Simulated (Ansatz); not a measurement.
Task: Name crystals whose computed values (PBEsol in the plane-wave PAW code Ansatz) fall in these windows: Θ_D (K) 140 to 180; G_Hill (GPa) 2.5 to 3.3.

Result: 

| crystal | Θ_D (K) | G_Hill (GPa) |
|---|---|---|
| Na, bcc (W type) | 165 | 2.8 |
Others may fit too.

The cell was relaxed under the symmetry of its start.

Potentials: the earlier of the program's two PAW sets.
